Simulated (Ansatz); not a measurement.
zincblende-structured PtP

Level of theory: DFT, r²SCAN, scalar-relativistic, no spin polarisation; plane waves to 500 eV with PAW datasets (Ansatz 0.2.0), 12×12×12 k-mesh, Gaussian smearing of 0.05 eV. The datasets are Ansatz's generated set soft_2.

```
CELL_PARAMETERS angstrom
0.00000 2.66166 2.66166
2.66166 0.00000 2.66166
2.66166 2.66166 0.00000
ATOMIC_POSITIONS crystal
Pt 0.00000 0.00000 0.00000
P 0.25000 0.25000 0.25000
```

The cell came from substitution into a structure type; no database entry of this phase was matched, which doesn't show that none exists.

Q: Which orbitals carry the states at the Fermi level, and how many states are there?

A: Within 0.1 eV of it: P 3p 54 %, Pt 5d 39 % (shares among the projected shells; no valence p shell of Pt is among them). The density of states at the Fermi level is about 1.2 states/eV per cell, averaged over 0.3 eV.

Density of states (tetrahedra, averaged over 0.5 eV; states/eV per cell of 2 atoms; energy in eV from the Fermi level):

```json
{"E (eV)": "-7.60", "DOS": "0.13"}
{"E (eV)": "-7.10", "DOS": "1.39"}
{"E (eV)": "-6.60", "DOS": "2.83"}
{"E (eV)": "-6.10", "DOS": "4.32"}
{"E (eV)": "-5.60", "DOS": "2.15"}
{"E (eV)": "-5.10", "DOS": "1.18"}
{"E (eV)": "-4.60", "DOS": "0.80"}
{"E (eV)": "-4.10", "DOS": "4.71"}
{"E (eV)": "-3.60", "DOS": "2.48"}
{"E (eV)": "-3.10", "DOS": "0.59"}
{"E (eV)": "-2.60", "DOS": "1.28"}
{"E (eV)": "-2.10", "DOS": "0.69"}
{"E (eV)": "-1.60", "DOS": "0.76"}
{"E (eV)": "-1.10", "DOS": "0.99"}
{"E (eV)": "-0.60", "DOS": "0.95"}
{"E (eV)": "-0.10", "DOS": "1.16"}
{"E (eV)": "0.40", "DOS": "1.23"}
{"E (eV)": "0.90", "DOS": "1.17"}
{"E (eV)": "1.40", "DOS": "1.11"}
{"E (eV)": "1.90", "DOS": "0.77"}
{"E (eV)": "2.40", "DOS": "0.53"}
{"E (eV)": "2.90", "DOS": "0.38"}
{"E (eV)": "3.40", "DOS": "0.25"}
{"E (eV)": "3.90", "DOS": "0.13"}
{"E (eV)": "4.40", "DOS": "0.05"}
{"E (eV)": "4.90", "DOS": "0.38"}
{"E (eV)": "5.40", "DOS": "0.72"}
{"E (eV)": "5.90", "DOS": "1.19"}
```

With 23 valence electrons in the calculation's cell and no magnetic order, the bands, two electrons each, can't all be full or empty: band theory demands a metal. (Only strong correlation, outside this picture, could make a Mott insulator of it.)

These numbers lack spin–orbit coupling. Spin polarisation wasn't tried.
